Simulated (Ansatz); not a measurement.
Here is the system:

CrGe2:
```
CELL_PARAMETERS angstrom
     -3.02705     3.02705     2.43333
      3.02705    -3.02705     2.43333
      3.02705     3.02705    -2.43333
ATOMIC_POSITIONS crystal
  Ge 0.65275 0.15275 0.80550
  Ge 0.84725 0.65275 0.50000
  Ge 0.15275 0.34725 0.50000
  Ge 0.34725 0.84725 0.19450
  Cr 0.25000 0.25000 0.00000
  Cr 0.75000 0.75000 0.00000
```

This is the PBE-relaxed structure.

Q: All from PBE (plane waves, PAW; program Ansatz), unless another level is named. Predict the electronic character.

A: metallic (no gap).

Q: Predict the formation energy from the elements (no fitted shifts).

A: 0.008 eV/atom.

Q: What about the density of states at the Fermi level?

A: 0.43 states/eV per atom (mean over ±0.08 eV).

Space group I4/mcm. A made-up cell: these elements were put on the sites of a structure type; neither database checked (COD, Materials Project) lists it. Its standing as an ambient phase is unchecked. Symmetry was held in the PBE relaxation; its stability against distortions is not shown here. The workflow began spin-polarised and lost its moments. The references are the lowest solids computed at this level, not always the standard phases. Scalar-relativistic: spin–orbit coupling is off unless named, which matters more the heavier the elements.

Potentials: the later of the program's two PAW sets.
